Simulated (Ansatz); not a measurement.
**ScB₂ squeezed and stretched**

A database entry relaxed whole under r2SCAN (P6/mmm):

```
Sc B
1.0
     3.14315    0.00000    0.00000
    -1.57157    2.72205    0.00000
     0.00000    0.00000    3.52937
Sc B
1 2
Direct
  0.00000 0.00000 0.00000
  0.33333 0.66667 0.50000
  0.66667 0.33333 0.50000
```

The cell was scaled uniformly, its shape held, and the atoms relaxed at each volume with plane-wave PAW DFT (Ansatz 0.2.0; r2SCAN, 500 eV, 12×12×10 Γ-centred mesh, fermi-dirac occupations of width 0.100 eV; no spin, no spin-orbit coupling). One row is withheld.

```csv
volume (Å³/atom),energy over the lowest (meV/atom),pressure (GPa)
9.462,24.3,13.64
9.663,10.4,8.65
9.864,2.5,4.11
10.066,0.0,-0.01
10.267,2.5,-3.76
10.468,?,?
10.669,20.5,-10.27
```

Question: Fit the pressures of the other rows to the third-order Birch-Murnaghan form.

Answer: With f = [(V₀/V)^(2/3) − 1]/2 and P = 3B₀f(1 + 2f)^(5/2)[1 + 3(B₀′ − 4)f/2], least squares gives V₀ = 10.07 Å³ an atom, B₀ = 197 GPa and B₀′ = 3.8; the rows miss the fit by less than 0.01 GPa. The slope of the energies differs from these pressures by less than 0.05 GPa.

Question: What does the withheld row hold?

Answer: The fit gives -7.17 GPa at 10.468 Å³; the run gave -7.17 GPa and 9.4 meV an atom.

Caveats: the shape of the cell was held, so B₀ is an upper bound where the axes differ in stiffness; 0 K, fixed nuclei; the symmetry was kept, and this need not be the phase that is stable at 0 K; one mesh for all volumes; pressure is positive in compression.
